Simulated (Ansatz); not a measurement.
Relaxed B (space group R-3m):

```
CELL_PARAMETERS angstrom
      2.42047     1.39746     4.13138
     -2.42047     1.39746     4.13138
      0.00000    -2.79491     4.13138
ATOMIC_POSITIONS crystal
  B  0.01046 0.65431 0.01046
  B  0.98954 0.34569 0.98954
  B  0.01046 0.01046 0.65431
  B  0.98954 0.98954 0.34569
  B  0.65431 0.01046 0.01046
  B  0.34569 0.98954 0.98954
  B  0.22147 0.62999 0.22147
  B  0.77853 0.37001 0.77853
  B  0.22147 0.22147 0.62999
  B  0.77853 0.77853 0.37001
  B  0.62999 0.22147 0.22147
  B  0.37001 0.77853 0.77853
```

A phonon eigenvector at Γ is frozen into this cell: atom i moves by Q times the vector below, so Q is the largest atomic displacement, in Å. The cell is held.

```csv
atom,x,y,z
B1,0.250,0.433,0.000
B2,-0.250,-0.433,0.000
B3,-0.500,0.000,0.000
B4,0.500,0.000,0.000
B5,0.250,-0.433,0.000
B6,-0.250,0.433,0.000
B7,0.500,0.866,0.000
B8,-0.500,-0.866,0.000
B9,-1.000,0.000,0.000
B10,1.000,0.000,0.000
B11,0.500,-0.866,0.000
B12,-0.500,0.866,0.000
```

Computed with LDA (plane waves to 420 eV, PAW, scalar-relativistic; Ansatz, a quantum-chemistry and plane-wave program). k mesh 7×7×7 (Γ-centred), Fermi-Dirac smearing 0.05 eV. Energies are smeared free energies. B was relaxed with its symmetry unable to fall. ΔE is measured from the undisplaced structure.

```
Q (Å)   ΔE (meV/cell)
------  -------------
-0.100            374
-0.067            166
-0.033             41
0.000               0
0.033              41
0.067             166
0.100             374
```

### Question
Which DFPT wavenumber at Γ belongs to this mode?
A) 795 cm⁻¹
B) 898 cm⁻¹
C) 1142 cm⁻¹
D) 500 cm⁻¹

### Answer
D, 500 cm⁻¹. The curvature of the scan gives 501 cm⁻¹

(For displaced atoms, the force is minus the slope of the energy, and its curvature is a force constant, which sets phonon frequencies.)
